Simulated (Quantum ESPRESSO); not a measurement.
# Planted mistakes on one cell of TiGa3O5N

These are calculations, not measurements. They come from pw.x of Quantum ESPRESSO 7.5, a plane-wave density functional program, with PseudoDojo standard norm-conserving files (v0.5 for PBE, v0.4.1 for LDA and PBEsol). The cells are made up: elements, strain and atom displacements were drawn at random, and nothing was relaxed. There is no spin polarisation, spin-orbit coupling or dispersion term.

The cell has 10 sites of a corundum lattice. Sites 1 to 4 hold Ti Ga Ga Ga; sites 5 to 10 hold O O O O N O. Cell vectors in Å: (2.564, 1.420, 4.465); (-2.607, 1.399, 4.496); (-0.040, -2.985, 4.534). Settings: PBE, cutoff 1143 eV, 5 x 5 x 5 k mesh shifted by half a step, Fermi-Dirac smearing of 0.025 eV.

The intended run has a self-consistency threshold of 1e-07 eV, a smearing term of 0.000 eV, a pressure of 1.22 GPa and 14 iterations. Each further run changes one thing: all lengths scaled by 0.9915; atoms of sites 1 and 4 exchanged; cutoff 701 eV; files of LDA; k mesh 2 x 2 x 2; one electron added; smearing 0.35 eV; threshold 0.5 eV. A coarse mesh keeps the shift, and a charged cell sits in a uniform background.

```
run  change of free energy (eV)  smearing term -TS (eV)  change of P (GPa)  largest change of a force component (eV/Å)  iterations
  A                      -0.008                   0.000               0.04                                       0.081          14
  B                      -0.055                  -0.268               0.41                                       0.159          14
  C                       0.053                   0.000              -3.50                                       0.280           6
  D                       0.048                   0.000               0.39                                       1.663          15
  E                      12.115                   0.000             -13.55                                       0.185          14
  F                      16.727                   0.000            -177.47                                       0.215          14
  G                       0.065                   0.000               5.69                                       0.133          14
  H                      13.227                  -0.018              31.64                                       0.893          14
```

A rerun of the intended cell at 1437 eV and k mesh 7 x 7 x 7 moved values by no more than 0.004 eV in the cell's energy, 0.03 GPa in stress and 0.002 eV/Å in force.

Question: which change belongs to which run?

## Worked reading

Run C has the fewest iterations, as a run stopped early does. Run B has the largest smearing term, as wide smearing gives. Run F has a higher energy and the largest fall in pressure, as too small a basis gives. Run G changes the volume by a factor of 0.9747; minus its pressure change over the logarithm of that factor, 222 GPa, is a rough bulk modulus with clamped atoms. Energies from files of another functional, or of a charged cell, have another zero and say nothing on stability; the pressure of a charged cell rests on the program's zero of potential too.

## Key

| run | change |
| --- | --- |
| A | k mesh 2 x 2 x 2 |
| B | smearing 0.35 eV |
| C | threshold 0.5 eV |
| D | atoms of sites 1 and 4 exchanged |
| E | files of LDA |
| F | cutoff 701 eV |
| G | all lengths scaled by 0.9915 |
| H | one electron added |